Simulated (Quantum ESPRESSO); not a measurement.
## Kohn-Sham bands of ZrSe$_{2}$ (CdI2 type)

```
CELL_PARAMETERS angstrom
      3.81115     0.00000     0.00000
     -1.90558     3.30055     0.00000
      0.00000     0.00000     6.39991
ATOMIC_POSITIONS crystal
  Zr 0.00000 0.00000 0.00000
  Se 0.66667 0.33333 0.75588
  Se 0.33333 0.66667 0.24412
```

Cell from Materials Project (mp-2076), symmetrised, no further relaxation. COD (Crystallography Open Database) has an entry of this formula and space group (matched by these alone). Method: PBE plane waves in Quantum ESPRESSO 7.5 (PseudoDojo norm-conserving files, 69 Ry, no spin polarisation, no spin-orbit coupling), Bloch states on a 12×12×6 mesh through Γ, Wannier90 4.0.1. Density: 12×12×6 mesh, Gaussian smearing 0.01 Ry. The cell is built of weakly bound layers, chains or molecules, whose nearest atoms lie 3.95 Å apart. Database cells relaxed without dispersion often hold them too far apart, which can enlarge gaps and weakens couplings between them; spacing and stacking were not compared with the measured crystal. Spin-orbit coupling, left out, would split the p-like bands by a few tenths of an eV.

Energies are relative to the valence-band maximum; weights are on the orthonormalised atomic waves of the pseudopotential files, averaged over the group. 44 electrons a cell are treated as valence.

| bands | from (eV) | to (eV) | filling | weight on atomic waves |
|---|---|---|---|---|
| 1 | -49.46 | -49.45 | filled | ? |
| 2–11 | -46.91 | -46.89 | filled | ? |
| 12–14 | -27.57 | -27.40 | filled | ? |
| 15–16 | -13.04 | -11.77 | filled | ? |
| 17–22 | -4.52 | 0.00 | filled | ? |
| 23–25 | 0.44 | 2.90 | empty | ? |

Which atomic shells make up each group?


- 1, weight on atomic waves: Zr 4s 97 %
- 2–11, weight on atomic waves: Se 3d 100 %
- 12–14, weight on atomic waves: Zr 4p 98 %
- 15–16, weight on atomic waves: Se 4s 84 %, Zr 4d 8 %, Zr 5s 7 %
- 17–22, weight on atomic waves: Se 4p 74 %, Zr 4d 20 %
- 23–25, weight on atomic waves: Zr 4d 79 %, Se 4p 17 %

The Kohn-Sham gap over both meshes and the path is 0.44 eV.
